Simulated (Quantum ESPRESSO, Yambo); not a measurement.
At a photon energy of 9.00 eV, RPA with local fields on PBEsol bands shifted by a G0W0 scissor of 2.37 eV (Quantum ESPRESSO and Yambo; 4×4×2 mesh, 175 bands, 3 Ry local-field block, 0.2 eV broadening) gives ε = 2.17 + 5.36i for BaCNSCl (space group P2_1/m, No. 11), field along x. Axes are Cartesian, with cell vectors (Å) (5.91, 0.00, 0.00), (0.00, 4.69, 0.00), (-1.35, 0.00, 8.80).

Problem. Work out n, κ, the normal-incidence reflectivity, the absorption coefficient and the penetration depth.

Solution. 
|ε| = 5.78; n = √((|ε| + ε1)/2) = 1.99, κ = √((|ε| − ε1)/2) = 1.34. R = ((n − 1)² + κ²)/((n + 1)² + κ²) = 0.26. α = 2Eκ/(ħc) with ħc = 197.327 eV nm: 0.1226 per nm = 12 × 10⁵ per cm, a 1/e depth of 8.2 nm. The computed direct gap is 6.52 eV, and the energy scale of the real crystal may differ from it. Excitonic effects are left out, and values at one energy depend on mesh and broadening. The scissor comes from a G0W0 run whose convergence isn't established. Convergence of the RPA response with its 4×4×2 mesh was not tested.

Geometry of the Materials Project entry, not relaxed at this level; primitive cell a = 5.913 Å, b = 4.690 Å, c = 8.905 Å, α = γ = 90.00°, β = 98.71°.
